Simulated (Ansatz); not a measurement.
Cl (Cmce) from a database structure, relaxed with r2SCAN+rVV10 in the PAW code Ansatz. Space group Cmce (No. 64), orthorhombic; a = 6.250 Å, b = 4.014 Å, c = 8.147 Å in the conventional setting, 25.55 Å³ an atom. Around Cl lie 1 Cl at 2.02 Å.

The axes x, y and z are those of this cell:
```xyz
4
Lattice="3.1252 -2.0072 0.0000 3.1252 2.0072 0.0000 0.0000 0.0000 8.1466" Properties=species:S:1:pos:R:3 pbc="T T T"
Cl    3.1252   -1.5080    4.9489
Cl    3.1252    1.5080    3.1977
Cl    3.1252   -0.4993    0.8756
Cl    3.1252    0.4993    7.2710
```

Unstrained: PBE gives a direct gap of 2.202 eV at Γ. The r2SCAN gap is direct at Γ: 2.566 eV. With HSE06 the gap is 3.796 eV and direct, at Γ. Meshes: PBE 8×8×4, r2SCAN 8×8×4, HSE06 6×6×2. Strains are changes of length per length. After each strain the atoms were relaxed again with r2SCAN+rVV10 within the symmetry that the strain leaves, so tilts or polar shifts that break it weren't tested; points keep the names that they have in the unstrained zone. Spin-unpolarised throughout; all numbers are computed.

Q: Estimate what uniaxial +5.37 % along x, other directions held does to the gap.

A: PBE: the gap goes from 2.202 to 2.214 eV (+0.012 eV); with r2SCAN the top three valence levels at Γ, grouped 1+1+1 from the top over 443 meV, become 1+1+1 over 436 meV. r2SCAN: the gap goes from 2.566 to 2.580 eV (+0.014 eV). HSE06: the gap goes from 3.796 to 3.811 eV (+0.015 eV).

Q: For epitaxial -0.96 % in the xy plane, how far does the free direction move, and what happens to the gap?

A: The normal strain at zero normal stress is +0.48 %, 0.50 of the in-plane strain with the sign turned. PBE: the gap goes from 2.202 to 2.137 eV (-0.065 eV); with r2SCAN the top three valence levels at Γ, grouped 1+1+1 from the top over 443 meV, become 1+1+1 over 466 meV. r2SCAN: the gap goes from 2.566 to 2.499 eV (-0.067 eV). HSE06: the gap goes from 3.796 to 3.724 eV (-0.072 eV).

The meshes of the hybrids are coarse, so their gaps aren't converged to the digits shown.

The splittings at Γ are without spin-orbit coupling, which regroups them where it is of like size or larger.
